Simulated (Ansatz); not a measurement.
## Two inputs for AlN with vanadium replacing Al

Cell: a supercell of AlN (wurtzite type, P6_3mc) built from a COD entry (the entry's cell lengths or inner coordinates differ somewhat from later room-temperature determinations), with all atoms left at the host's positions.

```yaml
crystal:
  lattice:
    - [9.33900, 0.00000, 0.00000]
    - [-3.11300, 5.39187, 0.00000]
    - [0.00000, 0.00000, 9.96200]
  atoms:
    - { symbol: V, position: [0.11111, 0.33333, 0.00000] }
    - { symbol: Al, position: [0.11111, 0.33333, 0.50000] }
    - { symbol: Al, position: [0.11111, 0.83333, 0.00000] }
    - { symbol: Al, position: [0.11111, 0.83333, 0.50000] }
    - { symbol: Al, position: [0.44444, 0.33333, 0.00000] }
    - { symbol: Al, position: [0.44444, 0.33333, 0.50000] }
    - { symbol: Al, position: [0.44444, 0.83333, 0.00000] }
    - { symbol: Al, position: [0.44444, 0.83333, 0.50000] }
    - { symbol: Al, position: [0.77778, 0.33333, 0.00000] }
    - { symbol: Al, position: [0.77778, 0.33333, 0.50000] }
    - { symbol: Al, position: [0.77778, 0.83333, 0.00000] }
    - { symbol: Al, position: [0.77778, 0.83333, 0.50000] }
    - { symbol: Al, position: [0.22222, 0.16667, 0.25000] }
    - { symbol: Al, position: [0.22222, 0.16667, 0.75000] }
    - { symbol: Al, position: [0.22222, 0.66667, 0.25000] }
    - { symbol: Al, position: [0.22222, 0.66667, 0.75000] }
    - { symbol: Al, position: [0.55556, 0.16667, 0.25000] }
    - { symbol: Al, position: [0.55556, 0.16667, 0.75000] }
    - { symbol: Al, position: [0.55556, 0.66667, 0.25000] }
    - { symbol: Al, position: [0.55556, 0.66667, 0.75000] }
    - { symbol: Al, position: [0.88889, 0.16667, 0.25000] }
    - { symbol: Al, position: [0.88889, 0.16667, 0.75000] }
    - { symbol: Al, position: [0.88889, 0.66667, 0.25000] }
    - { symbol: Al, position: [0.88889, 0.66667, 0.75000] }
    - { symbol: N, position: [0.11111, 0.33333, 0.19000] }
    - { symbol: N, position: [0.11111, 0.33333, 0.69000] }
    - { symbol: N, position: [0.11111, 0.83333, 0.19000] }
    - { symbol: N, position: [0.11111, 0.83333, 0.69000] }
    - { symbol: N, position: [0.44444, 0.33333, 0.19000] }
    - { symbol: N, position: [0.44444, 0.33333, 0.69000] }
    - { symbol: N, position: [0.44444, 0.83333, 0.19000] }
    - { symbol: N, position: [0.44444, 0.83333, 0.69000] }
    - { symbol: N, position: [0.77778, 0.33333, 0.19000] }
    - { symbol: N, position: [0.77778, 0.33333, 0.69000] }
    - { symbol: N, position: [0.77778, 0.83333, 0.19000] }
    - { symbol: N, position: [0.77778, 0.83333, 0.69000] }
    - { symbol: N, position: [0.22222, 0.16667, 0.44000] }
    - { symbol: N, position: [0.22222, 0.16667, 0.94000] }
    - { symbol: N, position: [0.22222, 0.66667, 0.44000] }
    - { symbol: N, position: [0.22222, 0.66667, 0.94000] }
    - { symbol: N, position: [0.55556, 0.16667, 0.44000] }
    - { symbol: N, position: [0.55556, 0.16667, 0.94000] }
    - { symbol: N, position: [0.55556, 0.66667, 0.44000] }
    - { symbol: N, position: [0.55556, 0.66667, 0.94000] }
    - { symbol: N, position: [0.88889, 0.16667, 0.44000] }
    - { symbol: N, position: [0.88889, 0.16667, 0.94000] }
    - { symbol: N, position: [0.88889, 0.66667, 0.44000] }
    - { symbol: N, position: [0.88889, 0.66667, 0.94000] }
```

Atom numbers follow the list; atoms alike are taken as one site, whose name carries the number of the first.

Reference run. Computed with Ansatz: DFT, PBE, plane waves and PAW, scalar-relativistic, collinear spin, 420 eV cutoff, Γ-centred 3×4×2 k-points, Fermi–Dirac smearing 0.01 eV. Start moments as typed (μB): 2 on each V, none on the rest.

Problem. The input is changed as follows: `scf.n_extra_bands`: not typed → 8. What happens to V_zz (10²¹ V/m²) and η?

Solution. 

```csv
site,atom,V_zz reference,η reference,V_zz changed,η changed
V,1,-0.49,0.06,-0.49,0.06
Al3,3,-0.25,0.52,-0.25,0.52
Al11,11,0.22,0.70,0.22,0.70
Al13,13,0.31,0.26,0.31,0.26
Al14,14,0.35,0.14,0.35,0.14
Al15,15,0.31,0.26,0.31,0.27
Al21,21,0.30,0.28,0.30,0.28
Al22,22,0.35,0.13,0.35,0.13
N25,25,-0.69,0.02,-0.69,0.02
N38,38,-0.72,0.49,-0.72,0.49
N42,42,-0.12,0.31,-0.12,0.31
N46,46,-0.70,0.42,-0.70,0.42
```

No V_zz moves by more than 0.01. The table leaves out 31 of the 43 sites, with |V_zz| up to 0.32; their tensors move by 0.01 at most along any direction. The statements above cover all sites. SCF iterations: 13 and 12. New warnings: moment headroom below auto.

On the reference run: The defect repeats with the cell of 48 atoms, so it feels its images: sites between two images don't show the values beside a lone defect, and zeros or small values of η there can come from the images' arrangement. Al and N carry a gradient in the pure host already, so the values there aren't the defect's effect alone. With a gap of 0.8 eV on this mesh, small gradients can still move by 0.1 × 10²¹ V/m² or more as the k-mesh gets denser. The cell keeps the host's lattice, where the PBE pressure is 5 GPa. The neighbours have not yet relaxed around the defect (largest force 1.8 eV/Å), so a real crystal will differ.
